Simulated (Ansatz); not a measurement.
Recipe of this trial structure of CaB₃F₄: ordered mixture on the cation sites of caesium chloride (Im-3m, No. 229) (occupants of the shared sites, in ratio, Ca: 1, B: 3). The dimensions are guesses.

```
Ca B F
1.0
    -2.67587    2.67587    2.67587
     2.67587   -2.67587    2.67587
     2.67587    2.67587   -2.67587
Ca B F
1 3 4
Direct
  0.00000 0.00000 0.00000
  0.50000 0.50000 0.00000
  0.50000 0.00000 0.50000
  0.00000 0.50000 0.50000
  0.50000 0.50000 0.50000
  0.00000 0.00000 0.50000
  0.00000 0.50000 0.00000
  0.50000 0.00000 0.00000
```

All numbers below come from DFT PBE, scalar-relativistic, plane waves, PAW in Ansatz 0.2.0. Cutoff 420 eV, Gaussian smearing, Γ-centred meshes. Cell and atoms relax first on a coarse mesh and then on a finer one. In between, the cell is made exact in the group found at 0.06 Å. In metals the finer mesh still leaves noise of several meV/atom or more. The steps can't lower the symmetry of their start. No spin polarisation in the relaxation; trial moments died out in a coarse test.

A guess keeps its type if space group and coordination stay and the shape of the cell changes little (axis ratios within about 15 %, angles within 6°); the volume may change.

Question: Will the relaxed cell still be of the starting type?

Answer: It keeps its type: symmetry leaves only the cell edge free. The symmetry stays Im-3m (No. 229). The volume per atom grows by 25.9 %, from 9.6 to 12.1 Å³. The shortest distance goes from 2.32 Å (B–F and Ca–F) to 2.50 Å (B–F and Ca–F). Counting neighbours within 15 % of an atom's shortest distance, the start has B 8, Ca 8, F 8 and the end B 8, Ca 8, F 8.

Energies over the elements count from the elements' standard structures at the same level (F₂ as a molecule), with no fitted energy shifts.

Question: At what energy does it end?

Answer: −0.13 eV/atom. Whether it is stable depends on the other phases of the system, which aren't compared here.

The last run used a 10×10×10 mesh for its 8-atom cell and Gaussian smearing of 0.10 eV. An odd number of electrons in the primitive cell allows no gap without spin; a larger cell or a magnetic state could open one. Symmetry constrained the relaxation, so the result can be a saddle point.
